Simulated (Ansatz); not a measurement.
Relaxed-ion elastic tensor of RuS₂ in space group Pa-3 (No. 205; Ru on 4a, S on 8c) in GPa (Voigt order), the program Ansatz at the PBEsol level (PAW); density 6.31 g/cm³, 14.48 Å³ per atom.

```json
[
 {"": "1", "1": "449", "2": "72.0", "3": "72.0", "4": "0.0", "5": "0.0", "6": "0.0"},
 {"": "2", "1": "72.0", "2": "449", "3": "72.0", "4": "0.0", "5": "0.0", "6": "0.0"},
 {"": "3", "1": "72.0", "2": "72.0", "3": "449", "4": "0.0", "5": "0.0", "6": "0.0"},
 {"": "4", "1": "0.0", "2": "0.0", "3": "0.0", "4": "105", "5": "0.0", "6": "0.0"},
 {"": "5", "1": "0.0", "2": "0.0", "3": "0.0", "4": "0.0", "5": "105", "6": "0.0"},
 {"": "6", "1": "0.0", "2": "0.0", "3": "0.0", "4": "0.0", "5": "0.0", "6": "105"}
]
```

### Question
Is the crystal mechanically stable?

### Answer
Yes: the smallest eigenvalue of C is 105 GPa.

### Question
Work out the Voigt, Reuss and Hill averages.

### Answer
K_V = 198, K_R = 198, K_H = 198; G_V = 138, G_R = 127, G_H = 133 GPa.

### Question
Give Young's modulus, Poisson's ratio, Pugh's ratio and the universal anisotropy index.

### Answer
E = 9KG/(3K + G) = 325 GPa; ν = 0.23; K/G = 1.49 (brittle by the Pugh limit of 1.75); A_U = 5G_V/G_R + K_V/K_R − 6 = 0.43.

### Question
Estimate the sound speeds and the Debye temperature.

### Answer
v_l = √((K + 4G/3)/ρ) = 7700 m/s, v_t = √(G/ρ) = 4580 m/s, mean 5080 m/s; Θ = (h/k)(3n/4πV)^(1/3) v_m = 620 K.

### Question
Give the Zener ratio and Young's modulus along [100], [110] and [111].

### Answer
A = 2C44/(C11 − C12) = 0.56; 1/E = S11 − 2(S11 − S12 − S44/2)Γ with Γ = 0, 1/4, 1/3 gives 429, 295, 267 GPa.

### Question
Solve the Christoffel equation for the three sound speeds along [100], [110], [111].

### Answer
Eigenvalues of C_ijkl n_j n_l equal ρv². In km/s, slowest first: [100] 4.07, 4.07, 8.43; [110] 4.07, 5.46, 7.60; [111] 5.04, 5.04, 7.31.

The PBEsol relaxation kept the symmetry of its start. The run is not spin-polarised.

Potentials: the later of the program's two PAW sets.
